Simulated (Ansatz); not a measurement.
## Structure relaxation, Mo

The start is a generated trial cell of Mo in the beta-Sn structure type. A full variable-cell relaxation at zero pressure is run with PBEsol (plane waves to 420 eV, PAW, scalar-relativistic; Ansatz, a program for electronic structure). The first steps use a coarse 14×14×14 k-mesh.

The start:
```
Mo
1.0
   -2.46827     2.46827     1.34672
    2.46827    -2.46827     1.34672
    2.46827     2.46827    -1.34672
Mo
2
Cartesian
  0.00000   2.46827   0.67336
  0.00000   0.00000   0.00000
```

Task: By how much does the energy per atom fall from start to end?

Result: 0.01 eV/atom.

Task: How do the shortest distances between atoms change?

Result: The closest pairs of elements (up to four, under 3.6 Å), start → end: Mo–Mo 2.56 → 2.59 Å.

Task: What does it relax into? Give the structure.

Result: 
```cif
data_Mo4
_chemical_formula_sum 'Mo4'
_space_group_name_H-M_alt 'I41/amd :1'
_space_group_IT_number 141
_space_group_name_Hall 'I 4bw 2bw -1bw'
_cell_length_a 5.00424
_cell_length_b 5.00424
_cell_length_c 2.60801
_cell_angle_alpha 90.000
_cell_angle_beta 90.000
_cell_angle_gamma 90.000
loop_
_atom_site_label
_atom_site_type_symbol
_atom_site_symmetry_multiplicity
_atom_site_Wyckoff_symbol
_atom_site_fract_x
_atom_site_fract_y
_atom_site_fract_z
_atom_site_occupancy
Mo1 Mo 4 a 0.00000 0.00000 0.00000 1
```
(The calculation used a cell of 2 atoms; values per cell refer to that cell.)

The space group stays I4₁/amd (No. 141) (the run could not lower it); the end is AFLOW prototype A_tI4_141_a (A5, as in Sn), with 2 atoms in the primitive cell. Final values are on a 20×20×20 k-mesh of the relaxed cell. No spin polarisation in the result.

The run could not lower the symmetry of its start; a shaken copy of this end point relaxes with PBEsol to Fddd (No. 70), 0.63 eV/atom lower.

The relaxed structure here is a generated cell of Mo: the first start was made by placing the elements on the sites of a structure type, and the end was not matched to a known phase here, so it may be hypothetical. Known forms of Mo include space group No. 229.
